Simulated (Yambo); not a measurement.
How GW settings move the gap: Rb₂ScAgCl₆

G0W0@PBEsol for Rb$_{2}$ScAgCl$_{6}$ (space group Fm-3m, No. 225) in Yambo. Reference settings: 2×2×2 Γ-centred k mesh, bands 6 to 305 and a 6 Ry block in the screening, 305 bands in G with the Bruneval-Gonze terminator, plasmon pole fitted at 27.2 eV. The PBEsol gap L → X on this mesh is 3.24 eV; G0W0 gaps are taken between the same points.

| change from the reference | G0W0 gap L → X (eV) | shift of the valence edge (eV) | rough Yambo cost |
|---|---|---|---|
| reference settings | 6.07 | -1.28 | 1 |
| 122 bands in W, 122 bands in G | 6.34 | -1.17 | about 1/2 |
| 201 bands in W, 201 bands in G | 6.16 | -1.22 | within a factor of two |
| 122 bands in G | 6.10 | -1.22 | – |
| 201 bands in G | 6.09 | -1.27 | – |
| 149 bands in W | 6.25 | -1.22 | within a factor of two |
| 3 Ry block | 6.18 | -1.26 | within a factor of two |
| 2 Ry block | 6.37 | -1.32 | within a factor of two |
| 5 Ry block | 6.07 | -1.26 | within a factor of two |
| pole fitted at 10 eV | 6.04 | -1.18 | – |
| no random integration | 5.98 | -1.05 | – |
| 201 bands in G, no terminator | 6.15 | -0.92 | – |
| 122 bands in G, no terminator | 6.17 | -0.63 | – |
| no terminator | 6.11 | -1.06 | – |

The reference isn't shown to be the converged limit. Costs are rough (shared machines), scaled to the same edge states, and given only for runs that recompute the screening.

Spin-orbit splittings are left out.

Geometry of the Materials Project entry, not relaxed at this level; primitive cell a = b = c = 7.410 Å, α = β = γ = 60.00°.

The structure is a Materials Project entry; no match was found in the copy of COD used, and its stability was not checked.

A shift is the quasiparticle energy of the state minus its PBEsol energy.
